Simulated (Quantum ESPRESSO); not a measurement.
KLuS$_{2}$ is modelled in the trigonal space group R-3m, hexagonal axes (No. 166), Pearson symbol hR4. Cell: a = 3.9467 Å, b = 3.9467 Å, c = 21.9199 Å, α = 90.00°, β = 90.00°, γ = 120.00°. S on 6c is surrounded by 3 Lu at 2.698 Å and 3 K at 3.174 Å (octahedral). K on 3a has 6 S at 3.174 Å (octahedral). Lu on 3b has 6 S at 2.698 Å (octahedral). (Neighbours: up to the widest gap in distance over summed covalent radii, below 1.35, at either atom; cation-cation contacts left out.)
(The calculation used a cell of 4 atoms; values per cell refer to that cell.)

The PBEsol cell relaxed from Materials Project entry mp-1007636 was given an isotropic strain of +1 % on all lattice vectors, and the atoms were relaxed again.

### Question
What does norm-conserving PBEsol (Quantum ESPRESSO, 100 Ry, scalar-relativistic) give for the electronic structure near the Fermi level?

### Answer
The PBEsol gap is indirect, 2.19 eV, from Γ to F; the smallest direct gap is 3.06 eV. The 4f states are in the valence at their DFT position.
